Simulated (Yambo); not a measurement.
Yambo run on SiC (4H, space group P6_3mc, No. 186). The wavefunctions are PBEsol (pw.x of Quantum ESPRESSO, ONCV potentials, no spin-orbit coupling) ones on a 6×6×2 mesh (16 occupied bands); a = 3.076 Å, b = 3.076 Å, c = 10.071 Å, α = 90.00°, β = 90.00°, γ = 120.00°.

Yambo input:

```
rim_cut
HF_and_locXC
RandQpts= 1000000
RandGvec= 1 Ry
EXXRLvcs= 82 Ry
VXCRLvcs= 328 Ry
% QPkrange
 1 | 1 | 16 | 17 |
 2 | 2 | 16 | 17 |
 7 | 7 | 16 | 17 |
 14 | 14 | 16 | 17 |
%
```

k points by index: 1 = Γ, 2 = A, 7 = M, 14 = H.

Resulting energies as the program prints them:

```
#    K-point    Band    Eo [eV]    Ehf [eV]    Vxc [eV]    Vnlxc [eV]
#
    1    16    0.000000    -2.611105    -14.84495    -17.45606
    1    17    5.043278    10.23452    -12.19563    -7.004389
    2    16    -0.208227    -2.902876    -14.73914    -17.43379
    2    17    5.251171    10.48183    -12.16436    -6.933705
    7    16    -1.130962    -4.203005    -14.39835    -17.47039
    7    17    2.114355    6.437365    -11.02307    -6.700064
    14    16    -2.480117    -5.923372    -13.66307    -17.10633
    14    17    3.116940    7.724122    -10.71103    -6.103849
```
Exchange alone, without screening.

Geometry of the Materials Project entry, not relaxed at this level.
